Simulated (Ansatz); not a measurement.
How long does this Ansatz run take?

```yaml
crystal:
  lattice:
    - [4.6708648072, 2.6967250538, 3.5241698811]
    - [-4.6708648072, 2.6967250538, 3.5241698811]
    - [0.0, -5.3934501076, 3.5241698811]
  atoms:
    - { symbol: Mg, position: [0.5, 0.5, 0.5] }
    - { symbol: Lu, position: [0.07868581, 0.26429091, 0.56266185] }
    - { symbol: Lu, position: [0.43733815, 0.92131419, 0.73570909] }
    - { symbol: Lu, position: [0.26429091, 0.56266185, 0.07868581] }
    - { symbol: Lu, position: [0.73570909, 0.43733815, 0.92131419] }
    - { symbol: Lu, position: [0.56266185, 0.07868581, 0.26429091] }
    - { symbol: Lu, position: [0.92131419, 0.73570909, 0.43733815] }
    - { symbol: W, position: [0.0, 0.0, 0.0], spin: 2.0 }
    - { symbol: O, position: [0.08057236, 0.92917663, 0.69333405] }
    - { symbol: O, position: [0.07082337, 0.30666595, 0.91942764] }
    - { symbol: O, position: [0.18872099, 0.53939052, 0.40531523] }
    - { symbol: O, position: [0.30666595, 0.91942764, 0.07082337] }
    - { symbol: O, position: [0.46060948, 0.59468477, 0.81127901] }
    - { symbol: O, position: [0.40531523, 0.18872099, 0.53939052] }
    - { symbol: O, position: [0.59468477, 0.81127901, 0.46060948] }
    - { symbol: O, position: [0.53939052, 0.40531523, 0.18872099] }
    - { symbol: O, position: [0.69333405, 0.08057236, 0.92917663] }
    - { symbol: O, position: [0.81127901, 0.46060948, 0.59468477] }
    - { symbol: O, position: [0.92917663, 0.69333405, 0.08057236] }
    - { symbol: O, position: [0.91942764, 0.07082337, 0.30666595] }
magnetization:
  spin_polarized: true
kpoints:
  mp_grid: { grid: [5, 5, 5] }
scf:
  occupations: { method: fermi_dirac, width: 0.05 }
hamiltonian:
  xc: pbe
  pseudopotentials: { kind: paw }
output:
  forces: true
  stress: true
  populations: true
  efg:
    quadrupole_moments_barn: { Mg: 0.1994, Lu: 3.49, O: -0.02558 }
    contact_densities: true
```

```sh
ansatz run input.yaml --threads 2 --pin off --max-ram 5120MiB --backend cpu --events-out ev --progress --plain --runs-dir out
```

It runs on 2 threads of Arm Neoverse V1 (aarch64; 28 cores open to the job, memory cap 5.0 GiB, no GPU), a shared host with a load of 0.7 a core.

Problem. Estimate the wall time and the peak memory.

Solution. About 4.3 min of wall time (8.6 min of CPU time) and 1.7 GiB. The run holds 246 valence electrons in 149 bands, about 5213 plane waves a k-point and 23 irreducible k-points, and took 17 SCF iterations. Times on a shared host vary by tens of per cent.
